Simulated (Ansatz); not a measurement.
Sr:
```yaml
crystal:
  lattice:
    - [-2.40510, 2.40510, 2.40510]
    - [2.40510, -2.40510, 2.40510]
    - [2.40510, 2.40510, -2.40510]
  atoms:
    - { symbol: Sr, position: [0.00000, 0.00000, 0.00000] }
```

Relaxed with r²SCAN. Special points in fractions of this cell's reciprocal vectors: Γ (0.000, 0.000, 0.000); H (0.500, -0.500, 0.500); N (0.000, 0.000, 0.500); P (0.250, 0.250, 0.250).

Problem. List the band energies nearest the Fermi level at these points for the program Ansatz at the r²SCAN level (PAW).

Solution. In eV from the Fermi level; about four levels below and three above (degenerate sets whole), none deeper than 8.9 eV; points with the same levels are listed once.

```csv
k,below,above
Γ,-3.85,2.72 2.72 2.72
H,-0.11 -0.11,3.77 3.77 3.77
N,-0.97,0.08 1.45 3.91
P,–,0.35 0.35 0.35
```

Space group Im-3m (bcc (W type)). This is a known high-temperature phase of the composition, computed here at zero pressure and temperature. Symmetry was held in the r²SCAN relaxation; its stability against distortions is not shown here. Spin–orbit coupling is left out wherever it is not named.

Potentials: the later of the program's two PAW sets.
